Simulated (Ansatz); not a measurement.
**What DFT gives for Ca₂SbP₂**

```
Ca Sb P
1.0
     4.20332    0.00000    0.00000
     2.10166   -8.01133    0.00000
     0.00000    0.00000   -7.34557
Ca Sb P
4 2 4
Direct
  0.70535 0.58930 0.53265
  0.29465 0.41070 0.03265
  0.53542 0.92916 0.20223
  0.46458 0.07084 0.70223
  0.90593 0.18814 0.35003
  0.09407 0.81186 0.85003
  0.93936 0.12128 0.99990
  0.06064 0.87872 0.49990
  0.66727 0.66546 0.92850
  0.33273 0.33454 0.42850
```

The numbers come from plane-wave PAW DFT (Ansatz): PBE, no spin polarisation, 420 eV, 8×8×5 Γ-centred k points, fermi-dirac occupations (width 0.1 eV). Nothing was relaxed.

(1) What is the formation energy?

(2) Is the cell too large or too small?

(3) Metal or insulator?

(4) Where is the largest force?

Origin: a known structure type with other elements, at an estimated volume, so it need not be a known compound. Caveats: many states at the Fermi level without spin polarisation, so a magnetic state may lie lower.

## Answers

(1) -0.45 eV an atom against the elements' usual phases (free molecules for gases, crystals otherwise, with no correction for O₂ or N₂), so it is bound against them; other compounds may still compete. Relaxing would lower it.

(2) The pressure is 6.0 GPa (compression positive), so with the atoms held at these fractions the cell would first expand; the forces are large, so a full relaxation may end otherwise. The principal stresses 5.0, 5.2, 7.6 GPa differ, so its shape would change too.

(3) It is a metal, with about 5.2 states/eV a cell as the mean within 0.25 eV of the Fermi level.

(4) The largest is on P9 (and as large on other atoms): 1.50 eV/Å, components (0.00, 1.36, -0.62). It makes 122° with the line to a nearest neighbour, Sb6 at 2.47 Å.
